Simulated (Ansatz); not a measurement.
Input:

Starting cell, Zr (hcp, Mg type):

```
CELL_PARAMETERS angstrom
      3.24591     0.00000     0.00000
     -1.62295     2.81104     0.00000
      0.00000     0.00000     5.15116
ATOMIC_POSITIONS crystal
  Zr 0.33333 0.66667 0.75000
  Zr 0.66667 0.33333 0.25000
```

In this cell atom 2 (Zr, nearest neighbour Zr at 3.185 Å; its periodic images, 3.2 Å or more away, move with it) is moved by s along Cartesian z, unit vector (0.000, 0.000, 1.000); all other atoms and the cell stay fixed.

The numbers are results of r2SCAN (plane waves to 500 eV, PAW, scalar-relativistic; Ansatz, a quantum-chemistry and plane-wave program), not measurements. k mesh 13×13×7 (Γ-centred), Fermi-Dirac smearing 0.05 eV. Energies are smeared free energies. Left out: 4 of 11 points, with atoms too close for the PAW data. With partly filled bands, energies and forces of such displacements shift with the k mesh and the smearing. The PAW data are Ansatz's earlier set. Zr is run without spin polarisation. Zr was relaxed with its symmetry unable to fall. The zero of ΔE is the undisplaced structure.

The scan covers s from -0.576 to 0.576 Å in 7 points.

**Question.** Is this a single well or a double well?

**Answer.** A single well with its minimum at or next to zero displacement.

**Question.** Is the energy the same for equal positive and negative displacements?

**Answer.** Even: the same for both signs. With its periodic images moving along, the atom's site symmetry in this cell is -6m2.

**Question.** What is the energy change at s = 0.576 Å?

**Answer.** 1076 meV/cell.

**Question.** What force acts on the atom along the line at s = -0.576 Å?

**Answer.** 4.51 eV/Å.

(A displaced cell: forces are minus the slopes of the energy, force constants its curvatures, and phonons follow from these.)
